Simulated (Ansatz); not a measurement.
Polymorphs of GaP, each relaxed with r²SCAN in the plane-wave PAW code Ansatz:

A: rock salt (Fm-3m), a = b = c = 5.1179 Å, α = β = γ = 90.00°

B: zinc blende (F-43m), a = b = c = 5.4514 Å, α = β = γ = 90.00°

C: P4_2/mmc, a = 3.599 Å, b = 3.599 Å, c = 6.434 Å, α = 90.00°, β = 90.00°, γ = 90.00°

D: wurtzite (P6_3mc), a = b = 3.8421 Å, c = 6.3370 Å, α = β = 90.00°, γ = 120.00°

### Question
Order them by energy per atom at 0 K (lowest first) at the level r²SCAN.

### Answer
B (+0 meV/atom), D (+10 meV/atom), A (+496 meV/atom), C (+738 meV/atom)

### Question
Give each one's gap.

### Answer
A no gap; B 1.84 eV; C no gap; D 1.74 eV.

Constructed cells (a structure type filled with these elements, in neither database checked): A; C. Not the usual ambient phase: A; C; D. All cells were relaxed under the symmetry of their starts (and spin orders); stability against distortions was not tested throughout. Scalar-relativistic: spin–orbit coupling is off unless named, which matters more the heavier the elements.

Energies hold the estimated change up to a 700 eV cutoff; steps of a few meV lie near the error of the meshes.

Potentials: the later of the program's two PAW sets.
